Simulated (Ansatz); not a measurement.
In r²SCAN in the plane-wave PAW code Ansatz, Y in the diamond structure (Fd-3m) relaxes to a = 6.913 Å. Y has 4 nearest neighbours from 2.99 Å (tetrahedral).

Electronic character: metallic (no gap). Gap from r²SCAN with spin–orbit coupling: none (metallic).

The relaxed-ion elastic constants in GPa are C11 = -27.4, C12 = 30.3, C44 = -176.

The start of the workflow was typed in or built on a structure type; neither database checked (COD, Materials Project) lists it. It is not the phase usual at ambient conditions (space group No. 194). The r²SCAN relaxation kept the symmetry of its start. At this level the phase is mechanically unstable. The run is not spin-polarised. The volume moved by -21 % from the start of the relaxation. As this level gives no gap, shear constants depend on the k-mesh and smearing (Fermi–Dirac, 0.1 eV here). Spin–orbit coupling is left out wherever it is not named.

Potentials: the later of the program's two PAW sets.
